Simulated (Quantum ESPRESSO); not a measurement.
# Computed records: Si3BC3N (made-up cell)

Calculation on a made-up crystal cell, not a measurement: periodic Kohn-Sham density functional theory in plane waves with PseudoDojo standard norm-conserving scalar-relativistic pseudopotentials, each functional with its own files (v0.5 for PBE, v0.4.1 for LDA and PBEsol), no spin polarisation, no spin-orbit coupling, atoms not relaxed, stress positive in tension, energies less a fixed whole-eV offset for each atom's element; levels are Kohn-Sham levels at fractions of this cell's reciprocal vectors, counted from the reference band (half the neutral cell's valence electrons, rounded up) at Gamma; error bars cover cutoff and k-mesh only, not smearing or the files; added strain carries the atoms with the cell, and shear is the tensor component; each bar is the largest change over components, and at least 0.002 eV, 0.002 eV per angstrom or 0.02 GPa; energies are for the whole cell, and the offsets were chosen from early runs and are not element reference energies. Program: Quantum ESPRESSO 7.5.

Settings shared by all entries: lattice type zincblende/diamond; functional pbe; cutoff 1143 eV; fermi dirac smearing 0.025 eV; scf tolerance 1e-07 eV; electrons removed 0; added strain kind biaxial xx and yy; k mesh 4 x 4 x 4, shifted by half a step.

(1) Si3BC3N (made-up cell)

Unstrained structure:
```
Si3BC3N
1.0
      4.3110     0.0000     0.0000
      0.0000     4.3110     0.0000
      0.0000     0.0000     4.3110
Si B C N
3 1 3 1
Direct
  0.00123 -0.02714 0.00009
  0.01700 0.52306 0.50132
  0.47917 -0.01160 0.47982
  0.50823 0.46653 -0.03401
  0.24704 0.23695 0.24442
  0.25627 0.75521 0.73790
  0.76344 0.25395 0.77708
  0.75634 0.75871 0.23217
```

- added strain: -0.0222
- structure shown: before the added strain of -0.0222
- free energy less offsets: -4.015 eV
- smearing term minus ts: 0 eV
- scf iterations: 12
- pressure: 2.719 GPa
- stress xx: -5.194 GPa
- stress yy: -3.131 GPa
- stress zz: 0.1676 GPa
- stress yz: 1.16 GPa
- stress xz: -3.47 GPa
- stress xy: -6.09 GPa
- reference band: 16
- error bar energy: 0.004599 eV
- error bar stress: 0.02008 GPa
- error bar force: 0.002975 eV/Å
- error bar next band up: 0.002 eV
- error bars from: tighter rerun of a related cell

Atoms:
```
atoms element  atom site  atom energy offset (eV)
           Si          1                     -115
           Si          2                     -115
           Si          3                     -115
            B          4                      -79
            C          5                     -163
            C          6                     -163
            C          7                     -163
            N          8                     -283
```

Forces:
```
site  x (eV/Å)  y (eV/Å)  z (eV/Å)
   1    0.6164     3.048    -1.022
   2    -2.345    -4.016    -1.028
   3      3.76     1.964     1.268
   4    -1.007  -0.07215    0.6624
   5     0.732     2.642    -1.756
   6     1.843    -2.049     2.492
   7     -2.04    0.8712    -2.409
   8    -1.559    -2.387     1.791
```

Levels:
```
level k point  next band up (eV)
        Gamma             0.8179
(1/2,1/2,1/2)              3.069
   (0.15,0,0)                1.3
   (0,0.15,0)              1.196
   (0,0,0.15)              1.213
```

(2) Si3BC3N (made-up cell)

Structure as in entry 1.

* added strain: -0.0179
* structure shown: before the added strain of -0.0179
* free energy less offsets: -4.027 eV
* smearing term minus ts: 0 eV
* scf iterations: 12
* pressure: 0.7151 GPa
* stress xx: -2.743 GPa
* stress yy: -0.7621 GPa
* stress zz: 1.36 GPa
* stress yz: 1.051 GPa
* stress xz: -3.546 GPa
* stress xy: -6.108 GPa
* reference band: 16
* error bar energy: 0.004599 eV
* error bar stress: 0.02008 GPa
* error bar force: 0.002975 eV/Å
* error bar next band up: 0.002 eV
* error bars from: tighter rerun of a related cell

Atoms:
```
atoms element  atom site  atom energy offset (eV)
           Si          1                     -115
           Si          2                     -115
           Si          3                     -115
            B          4                      -79
            C          5                     -163
            C          6                     -163
            C          7                     -163
            N          8                     -283
```

Forces:
```
site  x (eV/Å)  y (eV/Å)  z (eV/Å)
   1    0.5813     3.047   -0.9881
   2    -2.289    -3.972   -0.9975
   3     3.683     1.952     1.241
   4   -0.9726    -0.121    0.6325
   5    0.7301      2.57     -1.71
   6     1.788    -2.027     2.409
   7    -2.027    0.8698     -2.35
   8    -1.494    -2.318     1.763
```

Levels:
```
level k point  next band up (eV)
        Gamma              0.812
(1/2,1/2,1/2)              3.013
   (0.15,0,0)              1.295
   (0,0.15,0)               1.19
   (0,0,0.15)              1.207
```

(3) Si3BC3N (made-up cell)

Structure as in entry 1.

- added strain: -0.0128
- structure shown: before the added strain of -0.0128
- free energy less offsets: -4.03 eV
- smearing term minus ts: 0 eV
- scf iterations: 12
- pressure: -1.576 GPa
- stress xx: 0.0643 GPa
- stress yy: 1.95 GPa
- stress zz: 2.714 GPa
- stress yz: 0.9303 GPa
- stress xz: -3.631 GPa
- stress xy: -6.124 GPa
- reference band: 16
- error bar energy: 0.004599 eV
- error bar stress: 0.02008 GPa
- error bar force: 0.002975 eV/Å
- error bar next band up: 0.002 eV
- error bars from: tighter rerun of a related cell

Atoms:
```
atoms element  atom site  atom energy offset (eV)
           Si          1                     -115
           Si          2                     -115
           Si          3                     -115
            B          4                      -79
            C          5                     -163
            C          6                     -163
            C          7                     -163
            N          8                     -283
```

Forces:
```
site  x (eV/Å)  y (eV/Å)  z (eV/Å)
   1    0.5414     3.045    -0.948
   2    -2.222     -3.92   -0.9619
   3     3.594     1.937     1.209
   4   -0.9328   -0.1787    0.5984
   5    0.7248     2.487    -1.658
   6     1.722    -2.002     2.314
   7    -2.009     0.867    -2.282
   8    -1.418    -2.235     1.728
```

Levels:
```
level k point  next band up (eV)
        Gamma             0.8034
(1/2,1/2,1/2)              2.944
   (0.15,0,0)              1.287
   (0,0.15,0)              1.182
   (0,0,0.15)              1.199
```

(4) Si3BC3N (made-up cell)

Structure as in entry 1.

- added strain: 0.0009
- structure shown: before the added strain of 0.0009
- stress zz: ?
- stress xy: ?

Atoms:
```
atoms element  atom site  atom energy offset (eV)
           Si          1                     -115
           Si          2                     -115
           Si          3                     -115
            B          4                      -79
            C          5                     -163
            C          6                     -163
            C          7                     -163
            N          8                     -283
```

(5) Si3BC3N (made-up cell)

Structure as in entry 1.

* added strain: 0.0081
* structure shown: before the added strain of 0.0081
* stress xz: ?
* stress xx: ?

Atoms:
```
atoms element  atom site  atom energy offset (eV)
           Si          1                     -115
           Si          2                     -115
           Si          3                     -115
            B          4                      -79
            C          5                     -163
            C          6                     -163
            C          7                     -163
            N          8                     -283
```

**Q.** Estimate the stress zz of Si3BC3N (made-up cell) (entry 4).
**A.** 6.007 GPa

**Q.** Estimate the stress xy of Si3BC3N (made-up cell) (entry 4).
**A.** -6.144 GPa

**Q.** Give the table of levels values for Si3BC3N (made-up cell) (entry 4).
**A.** 
Levels:
```
level k point  next band up (eV)
        Gamma              0.773
(1/2,1/2,1/2)              2.749
   (0.15,0,0)              1.254
   (0,0.15,0)              1.152
   (0,0,0.15)              1.168
```

**Q.** Si3BC3N (made-up cell) (entry 5): stress xz?
**A.** -3.948 GPa

**Q.** Estimate the stress xx of Si3BC3N (made-up cell) (entry 5).
**A.** 10.4 GPa

Further results for Si3BC3N (made-up cell) (entry 4):

* free energy less offsets: -3.969 eV
* smearing term minus ts: 0 eV
* scf iterations: 12
* pressure: -7.245 GPa
* stress xx: 7.045 GPa
* stress yy: 8.682 GPa
* stress yz: 0.6156 GPa
* stress xz: -3.849 GPa
* reference band: 16
* error bar energy: 0.004599 eV
* error bar stress: 0.02008 GPa
* error bar force: 0.002975 eV/Å
* error bar next band up: 0.002 eV
* error bars from: tighter rerun of this cell

Forces:
```
site  x (eV/Å)  y (eV/Å)  z (eV/Å)
   1    0.4346     3.031   -0.8417
   2    -2.052    -3.781   -0.8706
   3     3.362     1.895     1.133
   4   -0.8316   -0.3256    0.5128
   5    0.7123     2.273    -1.527
   6     1.554     -1.93     2.065
   7    -1.961    0.8611    -2.106
   8    -1.217    -2.023     1.635
```

Further results for Si3BC3N (made-up cell) (entry 5):

- free energy less offsets: -3.9 eV
- smearing term minus ts: 0 eV
- scf iterations: 13
- pressure: -9.951 GPa
- stress yy: 11.91 GPa
- stress zz: 7.546 GPa
- stress yz: 0.4654 GPa
- stress xy: -6.15 GPa
- reference band: 16
- error bar energy: 0.004599 eV
- error bar stress: 0.02008 GPa
- error bar force: 0.002975 eV/Å
- error bar next band up: 0.002 eV
- error bars from: tighter rerun of a related cell

Forces:
```
site  x (eV/Å)  y (eV/Å)  z (eV/Å)
   1    0.3849     3.023   -0.7887
   2    -1.966    -3.711   -0.8243
   3     3.244     1.877     1.094
   4   -0.7814   -0.4008    0.4704
   5    0.7078     2.165    -1.463
   6     1.468    -1.895     1.941
   7    -1.939    0.8597    -2.019
   8    -1.119    -1.918     1.589
```

Levels:
```
level k point  next band up (eV)
        Gamma             0.7532
(1/2,1/2,1/2)              2.641
   (0.15,0,0)              1.232
   (0,0.15,0)              1.132
   (0,0,0.15)              1.149
```
